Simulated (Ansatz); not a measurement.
Total density of states per atom from DFT-LDA in the program Ansatz with PAW potentials, in 0.25 eV bins, energy from the Fermi level:

(E (eV), states/eV/atom): (-7.85, 0.00); (-7.60, 0.00); (-7.35, 0.80); (-7.10, 5.93); (-6.85, 3.09); (-6.60, 2.53); (-6.35, 5.84); (-6.10, 1.25); (-5.85, 0.57); (-5.60, 0.09); (-5.35, 0.91); (-5.10, 0.74); (-4.85, 0.47); (-4.60, 0.34); (-4.35, 0.30); (-4.10, 0.24); (-3.85, 0.19); (-3.60, 0.16); (-3.35, 0.14); (-3.10, 0.33); (-2.85, 0.79); (-2.60, 0.75); (-2.35, 0.93); (-2.10, 0.95); (-1.85, 0.97); (-1.60, 0.91); (-1.35, 0.76); (-1.10, 0.70); (-0.85, 0.64); (-0.60, 0.37); (-0.35, 0.22); (-0.10, 0.07); (0.15, 0.01); (0.40, 0.02); (0.65, 0.04); (0.90, 0.06); (1.15, 0.15); (1.40, 0.25); (1.65, 0.29); (1.90, 0.33); (2.15, 0.33); (2.40, 0.43); (2.65, 0.54); (2.90, 0.91); (3.15, 0.55); (3.40, 0.34); (3.65, 0.20); (3.90, 0.24); (4.15, 0.30); (4.40, 0.35); (4.65, 0.46)

**Question.** Pick the material that matches.
A) CdHgSe2, P-4m2 (Cd on 1c, Hg on 1a, Se on 2g)
B) I, molecular I2 type
C) Hg2SeS, P-4m2 (Hg on 2g, Se on 1d, S on 1b)
D) MgPt3, Cu3Au type

**Answer.** C, Hg2SeS, P-4m2 (Hg on 2g, Se on 1d, S on 1b). Within 0.5 eV of the Fermi level: Se 4p 47 %, S 3p 35 %, Hg 5d 14 %. Projections are on Löwdin-orthogonalised atomic valence shells; empty p or d shells of many metals are not among them.

The first step of the workflow began from a Materials Project structure, measured or hypothetical; the Crystallography Open Database copy checked does not list it. Its standing as an ambient phase is unchecked. The LDA relaxation kept the symmetry of its start; of distortions, only those at the zone centre were tested. Scalar-relativistic: spin–orbit coupling is off unless named, which matters more the heavier the elements.

Potentials: the later of the program's two PAW sets.
